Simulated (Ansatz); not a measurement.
# Zone-centre phonons of Zn3SbN at 19.3 GPa: input and output

Computed with DFT PBEsol, scalar-relativistic, plane waves, PAW in Ansatz.

Launched with:
```bash
ansatz run input.yaml --threads 1 --pin off --max-ram 2560MiB --backend cpu --events-out ev --progress --plain --runs-dir out
```

Input (bare energies are in eV):
```yaml
crystal:
  lattice:
    - [4.043, 0.0, 0.0]
    - [0.0, 4.043, 0.0]
    - [0.0, 0.0, 4.043]
  atoms:
    - { symbol: Sb, position: [0.0, 0.0, 0.0] }
    - { symbol: "N", position: [0.5, 0.5, 0.5] }
    - { symbol: Zn, position: [0.5, 0.5, 0.0] }
    - { symbol: Zn, position: [0.5, 0.0, 0.5] }
    - { symbol: Zn, position: [0.0, 0.5, 0.5] }
basis:
  ecutwfc: 420
kpoints:
  mp_grid: { grid: [10, 10, 10] }
hamiltonian:
  xc: pbesol
scf:
  occupations: { method: fermi_dirac, width: 0.15 }
output:
  eigenvalues: true
phonons:
  method: dfpt
  eigenvectors: true
```

The end of the output:
```
--- Phonons (Γ-DFPT): 4 representative perturbations + reference, on 216 of 1000 k-points (Σ response iterations 12) ---
  k mesh reduced under 8 symmetry operations, with k and −k counted as one. Each operation leaves every solved displacement unchanged or reverses it
  ASR residual: 2.094e-4 → 0.000e0 eV/Å²; symmetrization residual: 7.678e-6 eV/Å²
  ASR residual per site (eV/Å²): 9.94e-6 2.09e-4 3.01e-5 3.01e-5 3.01e-5
  Γ frequencies (cm⁻¹): -57.78 -57.78 -57.78 0.00 0.00 0.00 14.62 14.62 14.62 138.77 138.77 138.77 482.56 482.56 482.56
  non-analytic LO–TO correction: not included (Born effective charges unavailable; polar crystals: no LO–TO splitting at Γ)
```

It took 8.9 min on 1 thread of Arm Neoverse N1, on a shared host, peak memory 1.8 GiB.

Its imaginary modes show that this cell, the ideal cubic antiperovskite prototype, isn't a minimum of the energy. In a metal, frequencies and elastic constants depend on the k mesh and the smearing, soft modes and shear constants most.

Negative frequencies stand for imaginary ones: the cell is unstable against these modes.